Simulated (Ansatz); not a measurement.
GePd₃:
```
GePd3
1.0
    0.00000     3.12158     3.12158
    3.12158     0.00000     3.12158
    3.12158     3.12158     0.00000
Ge Pd
1 3
Direct
  0.00000   0.00000   0.00000
  0.50000   0.50000   0.50000
  0.25000   0.25000   0.25000
  0.75000   0.75000   0.75000
```

Relaxed with PBE. Special points in fractions of this cell's reciprocal vectors: Γ (0.000, 0.000, 0.000); X (0.500, 0.000, 0.500); U (0.625, 0.250, 0.625); K (0.375, 0.375, 0.750); L (0.500, 0.500, 0.500); W (0.500, 0.250, 0.750).

Question: List the band energies nearest the Fermi level at these points for the program Ansatz at the PBE level (PAW).

Answer: In eV from the Fermi level; about four levels below and three above (degenerate sets whole), none deeper than 8.9 eV; points with the same levels are listed once.

```csv
k,below,above
Γ,-1.22 -1.22 -1.12 -1.12,0.39 3.25 3.25 3.25
X,-1.26 -0.78 -0.78 -0.54,2.89 4.94 9.16
U,-1.15 -0.82 -0.77 -0.39,0.21 3.43 6.67
L,-1.33 -1.33 -1.13 -1.13 -0.75,2.06 3.27 3.27
W,-1.18 -0.55 -0.55 -0.49,5.23 6.33 7.20 7.20
```

Space group Fm-3m. A made-up cell: these elements were put on the sites of a structure type; neither database checked (COD, Materials Project) lists it. Whether it is the stable phase at ambient conditions was not checked. The cell was relaxed with PBE under the symmetry of its start; its stability against distortions is not shown here. The run is not spin-polarised. Spin–orbit coupling is left out wherever it is not named.

Potentials: the later of the program's two PAW sets.
